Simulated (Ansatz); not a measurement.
# BaSrAl4: computed properties

All numbers below come from Ansatz 0.2.0, DFT PBE, scalar-relativistic, plane waves, PAW.

Settings: cutoff 420 eV, Γ-centred mesh 8×8×8 on the computed 6-atom cell, Gaussian smearing of 0.10 eV; no spin polarisation.

The structure is relaxed at this level of theory with its symmetry kept, and needn't be the ground state of this composition.

Space group F-43m (No. 216), cubic, a = 8.406 Å. Around Ba lie 12 Al at 3.48 Å and 4 Sr at 3.64 Å; around Sr lie 12 Al at 3.48 Å and 4 Ba at 3.64 Å; Al is surrounded by 6 Al at 2.97 Å, 3 Ba at 3.48 Å and 3 Sr at 3.48 Å.

- Volume per atom: 24.75 Å³
- Formation energy from the elements' standard states (uncorrected): -0.227 eV/atom
- Kohn–Sham band gap: none (metal)
- Density of states at the Fermi level: 3.0 states/eV per cell
- Orbital (Löwdin) character within 0.5 eV of the Fermi level: Al 3p 68 %, Al 3s 12 %, unprojected 16 %
- Bader charge by site (e): Ba (1 in the cell) 0.87, Sr (1 in the cell) 1.16, Al (4 in the cell) -0.51

Spin-orbit coupling is left out, which matters for the bands of heavy elements.

The cell was found from a structure generator's guess, not taken from experiment. Löwdin shares on free-atom orbitals overweight diffuse shells.
